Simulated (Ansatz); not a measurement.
Total density of states per atom from plane-wave PAW r²SCAN (Ansatz code), in 0.25 eV bins, energy from the valence-band maximum:

| E (eV) | states/eV/atom |
|---|---|
| -7.85 | 0.00 |
| -7.60 | 0.00 |
| -7.35 | 0.00 |
| -7.10 | 0.00 |
| -6.85 | 0.00 |
| -6.60 | 0.00 |
| -6.35 | 0.00 |
| -6.10 | 0.00 |
| -5.85 | 0.00 |
| -5.60 | 0.00 |
| -5.35 | 0.10 |
| -5.10 | 0.35 |
| -4.85 | 0.59 |
| -4.60 | 0.36 |
| -4.35 | 0.40 |
| -4.10 | 0.50 |
| -3.85 | 1.59 |
| -3.60 | 1.53 |
| -3.35 | 1.04 |
| -3.10 | 1.03 |
| -2.85 | 0.83 |
| -2.60 | 1.00 |
| -2.35 | 0.74 |
| -2.10 | 0.93 |
| -1.85 | 1.23 |
| -1.60 | 1.33 |
| -1.35 | 1.15 |
| -1.10 | 0.54 |
| -0.85 | 0.43 |
| -0.60 | 0.23 |
| -0.35 | 0.07 |
| -0.10 | 0.03 |
| 0.15 | 0.00 |
| 0.40 | 0.00 |
| 0.65 | 0.00 |
| 0.90 | 0.00 |
| 1.15 | 0.00 |
| 1.40 | 0.00 |
| 1.65 | 0.00 |
| 1.90 | 0.00 |
| 2.15 | 0.00 |
| 2.40 | 0.00 |
| 2.65 | 0.03 |
| 2.90 | 0.06 |
| 3.15 | 0.09 |
| 3.40 | 0.24 |
| 3.65 | 1.14 |
| 3.90 | 0.94 |
| 4.15 | 1.06 |
| 4.40 | 0.84 |
| 4.65 | 0.74 |
| 4.90 | 0.72 |
| 5.15 | 0.69 |
| 5.40 | 0.92 |
| 5.65 | 0.55 |
| 5.90 | 0.23 |
| 6.15 | 0.33 |
| 6.40 | 0.49 |
| 6.65 | 0.51 |
| 6.90 | 0.50 |
| 7.15 | 0.50 |
| 7.40 | 0.65 |

Q: Which compound is it?
A. Hf5Sc, P-62m (Hf on 3f, Hf on 2d, Sc on 1b)
B. YN, CsCl type
C. HfAu2, MoSi2 or CaC2 type
D. HfBrN, Pmmn (Hf on 2b, Br on 2a, N on 2a)

A: D, HfBrN, Pmmn (Hf on 2b, Br on 2a, N on 2a). Top 1 eV of the valence band: N 2p 76 %, Br 4p 12 %, Hf 5d 7 %. Bottom 1 eV of the conduction band: Hf 5d 82 %, N 2p 10 %. Projections are on Löwdin-orthogonalised atomic valence shells; empty p or d shells of many metals are not among them.

The workflow started from a Materials Project entry (that database holds measured and hypothetical structures alike); the Crystallography Open Database files this formula in space group No. 59, but the cells were not matched. Its standing as an ambient phase is unchecked. The cell was relaxed with r²SCAN under the symmetry of its start; its stability against distortions is not shown here. The run is not spin-polarised. A crystal of weakly bound layers computed without a dispersion correction: the cell and the soft elastic constants depend strongly on that. Spin–orbit coupling is left out wherever it is not named.

Potentials: the later of the program's two PAW sets.
